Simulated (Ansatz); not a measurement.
LiInPt: hydrostatic pressure series

All numbers below come from DFT PBEsol, scalar-relativistic, plane waves, PAW in Ansatz 0.2.0. Settings: 420 eV cutoff, 12×12×14 k-mesh, Gaussian smearing of 0.10 eV, no spin polarisation.

Reference structure (relaxed):

```yaml
crystal:
  lattice:
    - [4.37736, 0.00000, 0.00000]
    - [-2.18868, 3.79091, 0.00000]
    - [0.00000, 0.00000, 2.84515]
  atoms:
    - { symbol: Li, position: [0.00000, 0.00000, 0.00000] }
    - { symbol: In, position: [0.33333, 0.66667, 0.50000] }
    - { symbol: Pt, position: [0.66667, 0.33333, 0.00000] }
```

Cell and atoms are relaxed at each pressure within the symmetry of the start, at zero temperature, so transitions that lower the symmetry aren't seen. The k-mesh given is that at zero pressure and may differ at others. a, b and c are the lengths of the cell vectors above.

Spin–orbit coupling is left out, which can shift energies with elements as heavy as these.

Pressures computed: -2, 2, 5, 10, 20, 40 GPa.

Q: At which pressure does the cell have a = 4.349, b = 4.349 and c = 2.833 Å?

A: About 2 GPa, where V/V0 = 0.983.